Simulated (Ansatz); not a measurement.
Values for one crystal, relaxed and computed with plane-wave PAW r²SCAN (Ansatz code); other levels are named.

```yaml
volume_per_atom: 14.45 Å³
band_gap: 4.09 eV (indirect)
Bulk modulus (Birch–Murnaghan fit): 97.1 GPa
mechanical_stability: stable (all eigenvalues of C positive)
HSE06 gap on the r²SCAN cell: 4.65 eV
conduction_band_minimum: at K (2 equivalent valleys)
Elastic constants (relaxed ions, GPa): C11 = 196, C12 = 55.5, C13 = 36.2, C33 = 226, C44 = 58.2
```

Problem. Pick the material that matches.
A) BeS, wurtzite
B) CdSe, wurtzite
C) PtS, P4_2/mmc (Pt on 2c, S on 2e)
D) LaSF, P4/nmm (La on 2c, S on 2c, F on 2a)

Solution. A, BeS, wurtzite

Space group P6_3mc (wurtzite). The start of the workflow was typed in or built on a structure type; neither database checked (COD, Materials Project) lists it. COD files the formula under space group No. 216, so this cell is another polymorph or a model. Whether it is the stable phase at ambient conditions was not checked. The r²SCAN relaxation kept the symmetry of its start; whether a distortion lowers the energy is not shown.

Potentials: the earlier of the program's two PAW sets.
